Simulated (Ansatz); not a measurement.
MoS₂:
```xyz
3
Lattice="1.5880 0.9169 6.2239 -1.5880 0.9169 6.2239 0.0000 -1.8337 6.2239" Properties=species:S:1:pos:R:3 pbc="T T T"
Mo     0.0000     0.0000     0.0000
S      0.0000     0.0000    13.9995
S      0.0000     0.0000    10.8953
```

Relaxed with r²SCAN+D4.

Task: Map the electron localisation function on the plane through (0.000, 0.000, 0.000) spanned by u = [1, 0, 0] and v = [-1, 1, 1] in lattice vectors, from r²SCAN+D4 in the plane-wave PAW code Ansatz.

Result: x is the fraction of u, y of v (the angle between them is 47°; rows are the nearest grid lines); atoms in the plane: Mo at (0.00, 0.00), S at (0.50, 0.75), S at (0.17, 0.58).
```
|:=##+::-===++=-.       ....:+##=:|
|#**##+--+#%%%%%%*-       ...:=###|
|#####*--+%%%%@@@%#=       ...:=*#|
|-=+**+-:=#%@%%%@@@@%+.     .::::-|
|----=-::-*%%%*+#@@@@%+     .:-==-|
|%%#*=:...-*%#+.  +@@@@#:   .=+#%%|
|%@@%#+-..:=*#*:   #@@@@*.  .=*#%%|
|@%%%%%#*=:.:+##+-..+%@@%*.  -#%@@|
|@@#-.:+##*-..-+#%####%%%#=.  =%@@|
|@@@=  .=##+-.:-+#%%%%%%%#+.  :#@@|
|@@@@#.  -#%#+:::-+*####*+=:   .*@|
|#@@@@#-.-*%%*=:::-=+***+=:.    :#|
| -#@@@@%##%%%*+-------::.        |
|  -#@@@@%%%%##+=-----:...        |
|    :+#%%%##**=-:--===:..        |
|     .=*##**+=-::::====:..       |
|        ..::...   .:-===-:.....  |
|..                  .::-::.......|
|...                 ...:::... ...|
|.....               .....:-==-:..|
|:.....              .... .=*#*+-:|
|#*=:...              .....:*#%###|
|###=:.....           .....:+##**#|
|:=##+::-===++=-.       ....:+##=:|
```
Scale: ten equal steps from 0.002 (start of ' ') to 0.949 (end of '@'), in the order ' .:-=+*#%@'; x runs from 0.000 to 1.00, y from 0.000 (bottom) to 1.00 (top).

The density is the valence pseudo-density with augmentation charge, so density and ELF within about 1 Å of a nucleus are not all-electron values.

Space group R3m. The r²SCAN+D4 relaxation kept the symmetry of its start. The run is not spin-polarised.

Potentials: the later of the program's two PAW sets.
